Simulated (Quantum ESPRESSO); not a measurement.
GaAl7N8, one run as intended and one with a planted mistake

Computed values, not a measurement. The program is pw.x of Quantum ESPRESSO 7.5 (plane-wave density functional theory). The cell is made up: 16 atoms on a doubled zincblende/diamond lattice, with randomly drawn elements, strain and displacements, not relaxed. PseudoDojo standard norm-conserving files (v0.5 for PBE, v0.4.1 for LDA and PBEsol) set the functional; there is no spin polarisation, spin-orbit coupling or dispersion term, and the masses in the input are unused placeholders.

Intended input:

```
&control calculation='scf', pseudo_dir='./dojo.nc.sr.pbe.v0_5.standard.upf', outdir='./o', disk_io='medium', tprnfor=.true., tstress=.true. /
&system ibrav=0, nat=16, ntyp=3, nbnd=43, ecutwfc=84.00895049, nosym=.true., tot_charge=0,
 occupations='smearing', smearing='fd', degauss=0.0018374661
/
&electrons conv_thr=7.350e-09, electron_maxstep=60, /
ATOMIC_SPECIES
Al 1.0 Al.upf
Ga 1.0 Ga.upf
N 1.0 N.upf
CELL_PARAMETERS angstrom
4.3897 -0.0176 -0.0334
-0.0176 4.3474 0.0327
-0.0669 0.0655 8.5725
ATOMIC_POSITIONS angstrom
Ga 0.026 0.0097 0.0209
Al 0.0413 2.2405 2.1502
Al 2.174 -0.0513 2.1308
Al 2.2092 2.1441 -0.0706
Al -0.0148 0.0312 4.3364
Al -0.0791 2.2065 6.4421
Al 2.1642 0.013 6.4104
Al 2.191 2.1557 4.3249
N 1.1951 1.1136 1.0923
N 1.0553 3.3252 3.1673
N 3.2739 1.0989 3.2009
N 3.3021 3.2372 1.0558
N 1.1108 1.0558 5.4165
N 1.0049 3.2882 7.497
N 3.2364 1.1418 7.4595
N 3.2242 3.2661 5.3173
K_POINTS automatic
5 5 3 1 1 1
```

The log is shortened where brackets say so; the opening notice, blank lines, dates and the lines on written files are dropped, and the path of the files is cut. It prints rydbergs, bohrs and kilobars, and counts compression as positive stress. Where no state is partly filled, the Fermi energy that it prints is only some level between the filled and the empty states on the mesh, and need not lie in the true gap.

Log of the intended run:

```
     Program PWSCF v.7.5
     Parallel version (MPI & OpenMP), running on       1 processor cores
     Number of MPI processes:                 1
     Threads/MPI process:                     1
     [start-up lines left out]
     bravais-lattice index     =            0
     lattice parameter (alat)  =       8.2956  a.u.
     unit-cell volume          =    1103.8522 (a.u.)^3
     number of atoms/cell      =           16
     number of atomic types    =            3
     number of electrons       =        74.00
     number of Kohn-Sham states=           43
     kinetic-energy cutoff     =      84.0090  Ry
     charge density cutoff     =     336.0358  Ry
     scf convergence threshold =      7.3E-09
     mixing beta               =       0.7000
     number of iterations used =            8  plain     mixing
     Exchange-correlation= PBE
                           (   1   4   3   4   0   0   0)
     [axes and pseudopotential details left out]
   Cartesian axes
     site n.     atom                  positions (alat units)
         1        Ga     tau(   1) = (   0.0059227   0.0022096   0.0047610  )
         2        Al     tau(   2) = (   0.0094080   0.5103805   0.4898103  )
         3        Al     tau(   3) = (   0.4952319  -0.0116860   0.4853911  )
         4        Al     tau(   4) = (   0.5032504   0.4884208  -0.0160825  )
         5        Al     tau(   5) = (  -0.0033714   0.0071073   0.9878214  )
         6        Al     tau(   6) = (  -0.0180188   0.5026354   1.4674948  )
         7        Al     tau(   7) = (   0.4929995   0.0029614   1.4602736  )
         8        Al     tau(   8) = (   0.4991045   0.4910632   0.9852017  )
         9        N      tau(   9) = (   0.2722409   0.2536754   0.2488233  )
        10        N      tau(  10) = (   0.2403948   0.7574725   0.7215033  )
        11        N      tau(  11) = (   0.7457865   0.2503268   0.7291573  )
        12        N      tau(  12) = (   0.7522104   0.7374263   0.2405087  )
        13        N      tau(  13) = (   0.2530375   0.2405087   1.2338656  )
        14        N      tau(  14) = (   0.2289138   0.7490440   1.7077984  )
        15        N      tau(  15) = (   0.7372441   0.2600993   1.6992560  )
        16        N      tau(  16) = (   0.7344649   0.7440097   1.2112680  )
     number of k points=    38  Fermi-Dirac smearing, width (Ry)=  0.0018
                       cart. coord. in units 2pi/alat
        k(    1) = (   0.1010571   0.1007437   0.0853667), wk =   0.0533333
        k(    2) = (   0.0984696   0.1033014  -0.2560641), wk =   0.0533333
     [further k points left out]
     Dense  grid:   114747 G-vectors     FFT dimensions: (  50,  48,  96)
     Estimated max dynamical RAM per process >     168.07 MB
     Initial potential from superposition of free atoms
     starting charge      73.9801, renormalised to      74.0000
     Starting wfcs are   69 randomized atomic wfcs
     total cpu time spent up to now is       26.4 secs
     per-process dynamical memory:   110.8 Mb
     Self-consistent Calculation
     iteration #  1     ecut=    84.01 Ry     beta= 0.70
     Davidson diagonalization with overlap
     ethr =  1.00E-02,  avg # of iterations =  3.0
     total cpu time spent up to now is       77.9 secs
     total energy              =    -350.73096185 Ry
     estimated scf accuracy    <       4.88166694 Ry
     iteration #  2     ecut=    84.01 Ry     beta= 0.70
     Davidson diagonalization with overlap
     ethr =  6.60E-03,  avg # of iterations =  2.0
     total cpu time spent up to now is      117.4 secs
     total energy              =    -352.30223282 Ry
     estimated scf accuracy    <       3.02334349 Ry
     [iterations 3 to 12 left out]
     iteration # 13     ecut=    84.01 Ry     beta= 0.70
     Davidson diagonalization with overlap
     ethr =  1.22E-11,  avg # of iterations =  5.5
     total cpu time spent up to now is      654.3 secs
     total energy              =    -352.78752734 Ry
     estimated scf accuracy    <       0.00000003 Ry
     iteration # 14     ecut=    84.01 Ry     beta= 0.70
     Davidson diagonalization with overlap
     ethr =  1.22E-11,  avg # of iterations =  2.0
     total cpu time spent up to now is      703.5 secs
     End of self-consistent calculation
     [lines on levels left out]
     the Fermi energy is    10.1237 ev
!    total energy              =    -352.78752734 Ry
     estimated scf accuracy    <          5.9E-09 Ry
     smearing contrib. (-TS)   =       0.00000000 Ry
     internal energy E=F+TS    =    -352.78752734 Ry
     The total energy is F=E-TS. E is the sum of the following terms:
     one-electron contribution =    -113.35748722 Ry
     hartree contribution      =     110.49252149 Ry
     xc contribution           =    -107.96097169 Ry
     ewald contribution        =    -241.96158992 Ry
     convergence has been achieved in  14 iterations
     Forces acting on atoms (cartesian axes, Ry/au):
     atom    1 type  2   force =     0.01850390    0.01228807    0.00058740
     atom    2 type  1   force =    -0.03327490   -0.06540306   -0.00861858
     atom    3 type  1   force =     0.06702610    0.04633037   -0.01826539
     atom    4 type  1   force =     0.00652761    0.01388355    0.04234845
     atom    5 type  1   force =     0.00351629    0.00065562   -0.05464573
     atom    6 type  1   force =     0.03122937   -0.00364436   -0.01558610
     atom    7 type  1   force =     0.01854266   -0.02974176    0.02622843
     atom    8 type  1   force =    -0.03406113   -0.00225372   -0.06074817
     atom    9 type  3   force =    -0.03299256    0.01780914   -0.00150905
     atom   10 type  3   force =     0.00208721   -0.03388420    0.10379168
     atom   11 type  3   force =     0.01782656    0.00074597    0.00527335
     atom   12 type  3   force =    -0.04646580   -0.01859606    0.01338604
     atom   13 type  3   force =    -0.05230068    0.06103373   -0.03365946
     atom   14 type  3   force =     0.03444186   -0.00727861   -0.02226457
     atom   15 type  3   force =    -0.02136133   -0.00521634   -0.02052754
     atom   16 type  3   force =     0.02075484    0.01327167    0.04420923
     Total force =     0.234765     Total SCF correction =     0.000031
     Computing stress (Cartesian axis) and pressure
          total   stress  (Ry/bohr**3)                   (kbar)     P=      124.69
   0.00075496   0.00021685   0.00022327          111.06       31.90       32.84
   0.00021685   0.00085596  -0.00028572           31.90      125.92      -42.03
   0.00022327  -0.00028572   0.00093187           32.84      -42.03      137.08
     init_run     :     25.16s CPU     26.27s WALL (       1 calls)
     electrons    :    639.91s CPU    677.08s WALL (       1 calls)
     forces       :     12.02s CPU     12.15s WALL (       1 calls)
     stress       :     41.33s CPU     42.86s WALL (       1 calls)
     [timing details left out]
     PWSCF        :  11m58.78s CPU  12m40.01s WALL
     JOB DONE.
```

A second run has one planted mistake: the files are those of another functional. The input lines that differ, file-writing options aside:

```
- &control calculation='scf', pseudo_dir='./dojo.nc.sr.pbe.v0_5.standard.upf', outdir='./o', disk_io='medium', tprnfor=.true., tstress=.true. /
+ &control calculation='scf', pseudo_dir='./dojo.nc.sr.pbesol.v0_4_1.standard.upf', outdir='./o', disk_io='medium', tprnfor=.true., tstress=.true. /
```

Its log:

```
     Program PWSCF v.7.5
     Parallel version (MPI & OpenMP), running on       1 processor cores
     Number of MPI processes:                 1
     Threads/MPI process:                     1
     [start-up lines left out]
     bravais-lattice index     =            0
     lattice parameter (alat)  =       8.2956  a.u.
     unit-cell volume          =    1103.8522 (a.u.)^3
     number of atoms/cell      =           16
     number of atomic types    =            3
     number of electrons       =        74.00
     number of Kohn-Sham states=           43
     kinetic-energy cutoff     =      84.0090  Ry
     charge density cutoff     =     336.0358  Ry
     scf convergence threshold =      7.3E-09
     mixing beta               =       0.7000
     number of iterations used =            8  plain     mixing
     Exchange-correlation= PBESOL
                           (   1   4  10   8   0   0   0)
     [axes and pseudopotential details left out]
   Cartesian axes
     site n.     atom                  positions (alat units)
         1        Ga     tau(   1) = (   0.0059227   0.0022096   0.0047610  )
         2        Al     tau(   2) = (   0.0094080   0.5103805   0.4898103  )
         3        Al     tau(   3) = (   0.4952319  -0.0116860   0.4853911  )
         4        Al     tau(   4) = (   0.5032504   0.4884208  -0.0160825  )
         5        Al     tau(   5) = (  -0.0033714   0.0071073   0.9878214  )
         6        Al     tau(   6) = (  -0.0180188   0.5026354   1.4674948  )
         7        Al     tau(   7) = (   0.4929995   0.0029614   1.4602736  )
         8        Al     tau(   8) = (   0.4991045   0.4910632   0.9852017  )
         9        N      tau(   9) = (   0.2722409   0.2536754   0.2488233  )
        10        N      tau(  10) = (   0.2403948   0.7574725   0.7215033  )
        11        N      tau(  11) = (   0.7457865   0.2503268   0.7291573  )
        12        N      tau(  12) = (   0.7522104   0.7374263   0.2405087  )
        13        N      tau(  13) = (   0.2530375   0.2405087   1.2338656  )
        14        N      tau(  14) = (   0.2289138   0.7490440   1.7077984  )
        15        N      tau(  15) = (   0.7372441   0.2600993   1.6992560  )
        16        N      tau(  16) = (   0.7344649   0.7440097   1.2112680  )
     number of k points=    38  Fermi-Dirac smearing, width (Ry)=  0.0018
                       cart. coord. in units 2pi/alat
        k(    1) = (   0.1010571   0.1007437   0.0853667), wk =   0.0533333
        k(    2) = (   0.0984696   0.1033014  -0.2560641), wk =   0.0533333
     [further k points left out]
     Dense  grid:   114747 G-vectors     FFT dimensions: (  50,  48,  96)
     Estimated max dynamical RAM per process >     168.07 MB
     Initial potential from superposition of free atoms
     starting charge      73.9811, renormalised to      74.0000
     Starting wfcs are   69 randomized atomic wfcs
     total cpu time spent up to now is       24.9 secs
     per-process dynamical memory:   110.7 Mb
     Self-consistent Calculation
     iteration #  1     ecut=    84.01 Ry     beta= 0.70
     Davidson diagonalization with overlap
     ethr =  1.00E-02,  avg # of iterations =  3.0
     total cpu time spent up to now is       66.9 secs
     total energy              =    -350.11640732 Ry
     estimated scf accuracy    <       4.63337369 Ry
     iteration #  2     ecut=    84.01 Ry     beta= 0.70
     Davidson diagonalization with overlap
     ethr =  6.26E-03,  avg # of iterations =  2.0
     total cpu time spent up to now is      113.7 secs
     total energy              =    -351.60792778 Ry
     estimated scf accuracy    <       2.97015093 Ry
     [iterations 3 to 10 left out]
     iteration # 11     ecut=    84.01 Ry     beta= 0.70
     Davidson diagonalization with overlap
     ethr =  2.19E-09,  avg # of iterations =  2.0
     total cpu time spent up to now is      561.6 secs
     total energy              =    -352.08937675 Ry
     estimated scf accuracy    <       0.00000044 Ry
     iteration # 12     ecut=    84.01 Ry     beta= 0.70
     Davidson diagonalization with overlap
     ethr =  5.94E-10,  avg # of iterations =  2.9
     total cpu time spent up to now is      610.7 secs
     End of self-consistent calculation
     [lines on levels left out]
     the Fermi energy is     9.9539 ev
!    total energy              =    -352.08937687 Ry
     estimated scf accuracy    <          4.4E-09 Ry
     smearing contrib. (-TS)   =       0.00000000 Ry
     internal energy E=F+TS    =    -352.08937687 Ry
     The total energy is F=E-TS. E is the sum of the following terms:
     one-electron contribution =    -113.17176667 Ry
     hartree contribution      =     109.86072144 Ry
     xc contribution           =    -106.81674172 Ry
     ewald contribution        =    -241.96158992 Ry
     convergence has been achieved in  12 iterations
     Forces acting on atoms (cartesian axes, Ry/au):
     atom    1 type  2   force =     0.01760527    0.01157905    0.00039335
     atom    2 type  1   force =    -0.03305070   -0.06515209   -0.00896517
     atom    3 type  1   force =     0.06676708    0.04592754   -0.01846333
     atom    4 type  1   force =     0.00655435    0.01380384    0.04199739
     atom    5 type  1   force =     0.00359599    0.00053191   -0.05424891
     atom    6 type  1   force =     0.03112332   -0.00371183   -0.01539267
     atom    7 type  1   force =     0.01866909   -0.02970256    0.02640493
     atom    8 type  1   force =    -0.03408186   -0.00219196   -0.06041587
     atom    9 type  3   force =    -0.03601828    0.01452355   -0.00438697
     atom   10 type  3   force =     0.00203267   -0.03343245    0.10309944
     atom   11 type  3   force =     0.01748497    0.00079364    0.00510153
     atom   12 type  3   force =    -0.04230950   -0.01455135    0.00953809
     atom   13 type  3   force =    -0.05170463    0.06063931   -0.03294899
     atom   14 type  3   force =     0.03065631   -0.00364111   -0.01872777
     atom   15 type  3   force =    -0.01768283   -0.00867804   -0.01695696
     atom   16 type  3   force =     0.02035875    0.01326254    0.04397190
     Total force =     0.230934     Total SCF correction =     0.000222
     Computing stress (Cartesian axis) and pressure
          total   stress  (Ry/bohr**3)                   (kbar)     P=       86.06
   0.00049385   0.00021456   0.00022084           72.65       31.56       32.49
   0.00021456   0.00059310  -0.00028231           31.56       87.25      -41.53
   0.00022084  -0.00028231   0.00066806           32.49      -41.53       98.27
     init_run     :     22.52s CPU     24.70s WALL (       1 calls)
     electrons    :    554.46s CPU    585.82s WALL (       1 calls)
     forces       :     13.22s CPU     13.34s WALL (       1 calls)
     stress       :     47.19s CPU     48.76s WALL (       1 calls)
     [timing details left out]
     PWSCF        :  10m37.74s CPU  11m13.31s WALL
     JOB DONE.
```

```
                                            intended run  run with the mistake
                          free energy (eV)     -4799.919             -4790.420
                    smearing term -TS (eV)        0.0000                0.0000
                            pressure (GPa)         12.47                  8.61
            largest force component (eV/Å)         2.669                 2.651
largest change of a force component (eV/Å)                               0.107
                                iterations            14                    12
```

For scale, a rerun of the intended cell at a cutoff of 1437 eV and k mesh 7 x 7 x 5 moved values by no more than 0.006 eV in energy, 0.03 GPa in stress and 0.002 eV/Å in force. Files of another functional have another zero of energy, so the energy change says nothing on stability.